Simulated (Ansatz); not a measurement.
# NaVS2 (R-3m): majority and minority states

The source of the geometry is a structure from the Materials Project; atoms and cell stay fixed.

Settings: LDA, 11×11×11 k mesh, Fermi–Dirac smearing of 0.03 eV. LAPW is all-electron LAPW in Ansatz 0.2.0. Site moments are integrated in spheres about the atoms.

The input and its command:

```yaml
crystal:
  lattice:
    - [1.7993010104, 1.0388269227, 6.4610546979]
    - [-1.7993010104, 1.0388269227, 6.4610546979]
    - [0.0, -2.0776538454, 6.4610546979]
  atoms:
    - { symbol: Na, position: [0.5, 0.5, 0.5] }
    - { symbol: V, position: [0.0, 0.0, 0.0], spin: 1.7 }
    - { symbol: S, position: [0.26437887, 0.26437887, 0.26437887] }
    - { symbol: S, position: [0.73562113, 0.73562113, 0.73562113] }
magnetization:
  spin_polarized: true
kpoints:
  mp_grid: { grid: [11, 11, 11] }
scf:
  occupations: { method: fermi_dirac, width: 0.03 }
  lower_state_search: "off"
hamiltonian:
  xc: lda
  pseudopotentials: { kind: all_electron, lapw: { basis_error: 0.001 } }
output:
  forces: true
  stress: true
  eigenvalues: false
  populations: true
  dos: { projected: true, de: 0.1, e_range: [-8, 5] }
```

Command: `ansatz run input.yaml --threads 2 --pin off --max-ram 6144MiB --backend cpu --events-out ev --progress --plain --runs-dir out`

Give the density of states by spin, smoothed by a Gaussian of 0.15 eV.


```
E − E_F (eV)  majority (states/eV/cell)  minority (states/eV/cell)
       -7.00                       0.00                       0.00
       -6.60                       0.00                       0.00
       -6.20                       0.00                       0.00
       -5.80                       0.25                       0.03
       -5.40                       0.90                       0.55
       -5.00                       1.72                       1.26
       -4.60                       1.60                       2.24
       -4.20                       0.84                       0.84
       -3.80                       1.54                       1.01
       -3.40                       2.90                       1.82
       -3.00                       1.49                       2.81
       -2.60                       1.68                       1.84
       -2.20                       1.08                       1.38
       -1.80                       0.69                       0.86
       -1.40                       0.25                       0.41
       -1.00                       0.44                       0.06
       -0.60                       2.11                       0.00
       -0.20                       2.44                       0.00
        0.20                       2.42                       0.18
        0.60                       0.04                       1.24
        1.00                       0.18                       1.49
        1.40                       1.57                       2.52
        1.80                       2.41                       1.92
        2.20                       0.86                       1.29
        2.60                       0.01                       2.27
        3.00                       0.00                       1.33
        3.40                       0.02                       0.05
        3.80                       0.16                       0.06
        4.20                       0.51                       0.30
```
Site moments (μB): Na1 0.00, V2 1.89, S3 -0.03, S4 -0.03. Cell moment 2.00 μB.

How large is the spin polarisation of the states at the Fermi level?

(N↑ − N↓)/(N↑ + N↓) = +100 %, from 5.69 and 0.00 states/eV; these are averaged over the run's smearing, not the smoothing of the table, and they move with the mesh.

Löwdin populations of d and f shells (filled inner shells left out):

| shell | up | down |
| --- | --- | --- |
| V2 3d | 2.88 | 0.83 |

The Ansatz runs typed with the search for lower states off end where their start leads. These are results for the start and cell typed. The real compound can order otherwise, in a larger cell, or not at all, since semilocal functionals at zero temperature often overstate magnetism.
